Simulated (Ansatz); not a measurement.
Mg2Sn (antifluorite type, space group Fm-3m)

```yaml
crystal:
  lattice:
    - [0.00000, 3.40806, 3.40806]
    - [3.40806, 0.00000, 3.40806]
    - [3.40806, 3.40806, 0.00000]
  atoms:
    - { symbol: Sn, position: [0.00000, 0.00000, 0.00000] }
    - { symbol: Mg, position: [0.25000, 0.25000, 0.25000] }
    - { symbol: Mg, position: [0.75000, 0.75000, 0.75000] }
```

The slice is a {110} plane (indices of the conventional cell) through the point (0.000, 0.000, 0.000) (fractional), spanned by u = [100] and v = [1 -1 -1] in vectors of this cell: u (4.82 Å) and v (6.82 Å, at 90° to u). It covers one period; positions are fractions (u, v).

Computed with PBE (plane waves to 420 eV, PAW, scalar-relativistic; Ansatz, a quantum-chemistry and plane-wave program). k mesh 12×12×12. Inside the PAW spheres the values are not all-electron values, and peaks at nuclei hang on which shells count as valence. At this level the bands of Mg2Sn touch or barely overlap; measurements give the solid a gap. Mg2Sn was relaxed with its symmetry unable to fall.

### Question
The ELF has a maximum in the middle third of the Sn–Mg line. Where, and how high?

### Answer
0.67, 1.5 Å from Sn.

### Question
What is the ELF at the density minimum of the shortest Sn–Mg line in this plane (2.95 Å)?

### Answer
0.1.

### Question
Predict the map of the electrostatic potential energy of an electron, from the cell's mean on the slice.

### Answer
```
|xxxxxxxxxx0022556666666666666666552200xxxxxxxx|
|xxxxxxxxxx0033556655444444445566553300xxxxxxxx|
|xxxxxxxx00004444442211000011224444440000xxxxxx|
|xxxxxx00003344331100xxxxxxxx00113344330000xxxx|
|0000001133444411xxxxxxxxxxxxxxxx11444433110000|
|3333445555553300xxxxxxxxxxxxxxxx00335555554433|
|66777777665522xxxxxxxxxxxxxxxxxxxx225566777777|
|88888888775522xxxxxxxxxxxxxxxxxxxx225577888888|
|99999988775522xxxxxxxxxxxxxxxxxxxx225577889999|
|9999998877663300xxxxxxxxxxxxxxxx00336677889999|
|9999999988664411xxxxxxxxxxxxxxxx11446688999999|
|99999999887766441100xxxxxxxx001144667788999999|
|9999999999887766442211000011224466778899999999|
|9999999999888877665544444444556677888899999999|
|9999999999998888777766666666777788889999999999|
|9999999999999988887777777777778888999999999999|
|9999999999998888777766666666777788889999999999|
|9999999999888877665544444444556677888899999999|
|9999999999887766442211000011224466778899999999|
|99999999887766441100xxxxxxxx001144667788999999|
|9999999988664411xxxxxxxxxxxxxxxx11446688999999|
|9999998877663300xxxxxxxxxxxxxxxx00336677889999|
|99999988775522xxxxxxxxxxxxxxxxxxxx225577889999|
|88888888775522xxxxxxxxxxxxxxxxxxxx225577888888|
|66777777665522xxxxxxxxxxxxxxxxxxxx225566777777|
|3333445555553300xxxxxxxxxxxxxxxx00335555554433|
|0000001133444411xxxxxxxxxxxxxxxx11444433110000|
|xxxxxx00003344331100xxxxxxxx00113344330000xxxx|
|xxxxxxxx00004444442211000011224444440000xxxxxx|
|xxxxxxxxxx0033556655444444445566553300xxxxxxxx|
|xxxxxxxxxx0022556666666666666666552200xxxxxxxx|
|xxxxxxxxxx0022557777777777777777552200xxxxxxxx|
```
Scale: ten equal steps from -2.00 (start of '0') to 6.38 (end of '9'), in the order '0123456789'. Values: electrostatic potential energy of an electron, from the cell's mean, in eV. The map has 23 points along u (two characters each, u = 0 at the left) and 32 along v (v = 0 in the bottom row). Points within 1 Å of a nucleus are blanked (x), as the pseudised field means little there. Values under -2 eV are set to -2. The zero, the cell's mean, hangs on the PAW cores.
